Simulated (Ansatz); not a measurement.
NbRu (L1₀ or tetragonal B2, space group No. 123) at seven volumes, DFT-r²SCAN in the program Ansatz with PAW potentials, shape and atoms relaxed at each. One row is withheld.

```tsv
V (Å³/atom)	P (GPa)
14.352	28.61
14.825	17.55
15.298	8.08
15.771	0.00
16.244	-6.90
16.717	-12.79
17.191	?
```

Task: Fit the shown pressures and predict the withheld one.

Result: P = (3/2)B₀(x^(7/2) − x^(5/2))[1 + (3/4)(B′ − 4)(x − 1)] with x = (V₀/V)^(2/3). Least squares on the six rows gives V₀ = 15.772 Å³/atom, B₀ = 249 GPa, B′ = 4.22. At V = 17.191, x = 0.9442 and P = -17.89 GPa. The run itself gave -17.80 GPa.

Space group P4/mmm (L1₀ or tetragonal B2). The workflow started from an entry of the Crystallography Open Database (COD), which files this formula under 2 space groups. Its standing as an ambient phase is unchecked. The cell was relaxed with r²SCAN under the symmetry of its start; its stability against distortions is not shown here. No spin polarisation was allowed.

Potentials: the later of the program's two PAW sets.
